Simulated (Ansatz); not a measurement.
MoTe2 (2H-MoS2 type, space group P6_3/mmc)

```xyz
6
Lattice="3.5421 0.0000 0.0000 -1.7711 3.0676 0.0000 0.0000 0.0000 14.1819" Properties=species:S:1:pos:R:3 pbc="T T T"
Mo     0.0000     2.0451    10.6364
Mo     1.7711     1.0225     3.5455
Te     0.0000     2.0451     1.7510
Te     1.7711     1.0225     8.8420
Te     1.7711     1.0225    12.4309
Te     0.0000     2.0451     5.3399
```

In each cell atom 1 (Mo, nearest neighbour Te at 2.721 Å; its periodic images, 3.5 Å or more away, move with it) moves by s·(1.000, 0.000, 0.000) (along Cartesian x), the rest being held.

The numbers are results of r2SCAN+rVV10 (plane waves to 500 eV, PAW, scalar-relativistic; Ansatz, a quantum-chemistry and plane-wave program), not measurements. k mesh 9×9×2 (Γ-centred), Fermi-Dirac smearing 0.05 eV. E stands for the smeared free energy. As the smearing reaches across the gap at some points, energies and forces of such displacements shift with the k mesh and the smearing. MoTe2 is run without spin polarisation. MoTe2 was relaxed with its symmetry unable to fall. Spin-orbit coupling is left out, though Te is heavy. ΔE is measured from the undisplaced structure. The last digit holds for this mesh only.

| s (Å) | ΔE (meV/cell) |
|---|---|
| -0.540 | withheld |
| -0.432 | 1289.6 |
| -0.324 | 743.4 |
| -0.216 | 335.8 |
| -0.108 | 84.7 |
| 0.000 | 0.0 |
| 0.108 | 84.7 |
| 0.216 | 335.8 |
| 0.324 | 743.4 |
| 0.432 | 1289.6 |
| 0.540 | withheld |

Task: Fit an even polynomial form (powers 2, 4) to the given rows and predict ΔE at s = 0.540.

Result: Least squares on the 9 given rows: ΔE = (7298)·s² + (-2078)·s⁴, in meV/cell with s in Å; root-mean-square residual 0.14 meV/cell. At 0.540 the fit gives 1951.4 meV/cell; the calculation gives 1947.7 meV/cell, so the extrapolation is off by 3.7 (+0.2 %). The quadratic term alone would give 2128.1 meV/cell.

(For displaced atoms, the force is minus the slope of the energy, and its curvature is a force constant, which sets phonon frequencies.)
